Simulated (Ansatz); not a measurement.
Hf:
```
Hf
1.0
    3.16058     0.00000     0.00000
   -1.58029     2.73715     0.00000
    0.00000     0.00000     4.99567
Hf
2
Direct
  0.33333   0.66667   0.75000
  0.66667   0.33333   0.25000
```

Relaxed with the program Ansatz at the PBEsol level (PAW). Indices refer to the conventional cell of P6_3/mmc, a = b = 3.1606 Å, c = 4.9957 Å, α = β = 90.00°, γ = 120.00°.

Task: Simulate the powder diffraction pattern (Fe Kα, λ = 1.93735 Å; lines above 1 %) up to 2θ = 90°.

Result: Simulated powder pattern, Fe Kα, λ = 1.93735 Å (kinematic, ideal powder, no thermal factors, no anomalous dispersion; the 30 strongest lines at most, above 1 %, up to 2θ = 90°):

| 2θ (°) | d (Å) | I/Imax (%) | hkl |
|---|---|---|---|
| 41.45 | 2.737 | 24 | (1 0 -1 0) |
| 45.64 | 2.498 | 25 | (0002) |
| 47.60 | 2.400 | 100 | (1 0 -1 1) |
| 63.34 | 1.845 | 15 | (1 0 -1 2) |
| 75.61 | 1.580 | 19 | (1 1 -2 0) |
| 85.83 | 1.423 | 21 | (1 0 -1 3) |

Symmetry was held in the PBEsol relaxation. The run is not spin-polarised. Axis ratios of metals converge slowly with the k-mesh, so a and c are less sure than the volume. Scalar-relativistic: spin–orbit coupling is off unless named, which matters more the heavier the elements.

Potentials: the later of the program's two PAW sets.
